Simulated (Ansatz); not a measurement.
AlCrB:
```cif
data_Al2B2Cr2
_chemical_formula_sum 'Al2 B2 Cr2'
_space_group_name_H-M_alt 'P 1'
_space_group_IT_number 1
_cell_length_a 7.06103
_cell_length_b 7.06103
_cell_length_c 2.94750
_cell_angle_alpha 90.000
_cell_angle_beta 90.000
_cell_angle_gamma 155.598
loop_
_space_group_symop_operation_xyz
  'x, y, z'
loop_
_atom_site_label
_atom_site_type_symbol
_atom_site_fract_x
_atom_site_fract_y
_atom_site_fract_z
_atom_site_occupancy
Al1 Al 0.69153 0.30847 0.25000 1
Al2 Al 0.30847 0.69153 0.75000 1
B1 B 0.46724 0.53276 0.75000 1
B2 B 0.53276 0.46724 0.25000 1
Cr1 Cr 0.08403 0.91597 0.75000 1
Cr2 Cr 0.91597 0.08403 0.25000 1
```

Relaxed with r²SCAN.

Question: Which orbitals make up the states near the Fermi level in DFT-r²SCAN in the program Ansatz with PAW potentials?

Answer: Within 0.5 eV of the Fermi level: Cr 3d 87 %, Al 3p 6 %. Projections are on Löwdin-orthogonalised atomic valence shells; empty p or d shells of many metals are not among them.

Question: Tabulate the density of states.

Answer: States/eV per cell of 6 atoms, in 0.25 eV bins, energy from the Fermi level.

| E (eV) | total | Cr 3d | B 2p | Al 3p |
|---|---|---|---|---|
| -7.85 | 1.23 | 0.23 | 0.37 | 0.30 |
| -7.60 | 1.48 | 0.27 | 0.53 | 0.31 |
| -7.35 | 1.25 | 0.25 | 0.43 | 0.29 |
| -7.10 | 1.30 | 0.25 | 0.45 | 0.29 |
| -6.85 | 1.25 | 0.24 | 0.46 | 0.26 |
| -6.60 | 1.41 | 0.28 | 0.57 | 0.27 |
| -6.35 | 1.85 | 0.39 | 0.81 | 0.31 |
| -6.10 | 1.54 | 0.35 | 0.71 | 0.22 |
| -5.85 | 2.11 | 0.52 | 0.96 | 0.32 |
| -5.60 | 2.08 | 0.55 | 0.83 | 0.41 |
| -5.35 | 2.09 | 0.58 | 0.77 | 0.49 |
| -5.10 | 2.04 | 0.56 | 0.81 | 0.46 |
| -4.85 | 2.33 | 0.70 | 0.89 | 0.55 |
| -4.60 | 2.88 | 0.97 | 1.06 | 0.67 |
| -4.35 | 3.36 | 1.04 | 1.04 | 1.09 |
| -4.10 | 3.01 | 1.03 | 0.98 | 0.85 |
| -3.85 | 2.85 | 1.23 | 0.91 | 0.60 |
| -3.60 | 2.78 | 1.42 | 0.83 | 0.45 |
| -3.35 | 2.15 | 1.25 | 0.44 | 0.37 |
| -3.10 | 2.00 | 1.26 | 0.28 | 0.35 |
| -2.85 | 2.50 | 1.63 | 0.26 | 0.44 |
| -2.60 | 3.63 | 2.51 | 0.29 | 0.62 |
| -2.35 | 4.26 | 2.91 | 0.36 | 0.77 |
| -2.10 | 4.40 | 3.07 | 0.33 | 0.79 |
| -1.85 | 2.33 | 1.72 | 0.17 | 0.34 |
| -1.60 | 2.04 | 1.43 | 0.14 | 0.27 |
| -1.35 | 3.16 | 2.15 | 0.17 | 0.46 |
| -1.10 | 5.71 | 4.70 | 0.15 | 0.54 |
| -0.85 | 3.07 | 2.74 | 0.07 | 0.18 |
| -0.60 | 1.96 | 1.77 | 0.05 | 0.10 |
| -0.35 | 1.74 | 1.59 | 0.05 | 0.07 |
| -0.10 | 1.69 | 1.53 | 0.05 | 0.07 |
| 0.15 | 1.27 | 1.06 | 0.06 | 0.10 |
| 0.40 | 2.37 | 1.91 | 0.16 | 0.20 |
| 0.65 | 3.78 | 3.11 | 0.21 | 0.28 |
| 0.90 | 4.14 | 3.25 | 0.25 | 0.39 |
| 1.15 | 4.84 | 3.83 | 0.26 | 0.44 |
| 1.40 | 4.04 | 3.03 | 0.38 | 0.41 |
| 1.65 | 4.62 | 3.26 | 0.61 | 0.42 |
| 1.90 | 3.71 | 2.32 | 0.53 | 0.39 |
| 2.15 | 2.68 | 1.28 | 0.40 | 0.37 |
| 2.40 | 3.69 | 1.54 | 0.51 | 0.50 |
| 2.65 | 3.40 | 1.30 | 0.48 | 0.56 |
| 2.90 | 3.03 | 1.11 | 0.54 | 0.53 |
| 3.15 | 3.18 | 1.18 | 0.69 | 0.49 |
| 3.40 | 2.22 | 0.75 | 0.53 | 0.36 |
| 3.65 | 1.54 | 0.52 | 0.35 | 0.24 |
| 3.90 | 1.77 | 0.56 | 0.34 | 0.29 |
| 4.15 | 2.53 | 0.81 | 0.46 | 0.44 |
| 4.40 | 2.08 | 0.52 | 0.39 | 0.40 |
| 4.65 | 1.92 | 0.42 | 0.36 | 0.41 |

Space group Cmcm. The start of the workflow was typed in or built on a structure type; neither database checked (COD, Materials Project) lists it. Its standing as an ambient phase is unchecked. The r²SCAN relaxation kept the symmetry of its start; whether a distortion lowers the energy is not shown. The workflow began spin-polarised and lost its moments.

Potentials: the earlier of the program's two PAW sets.
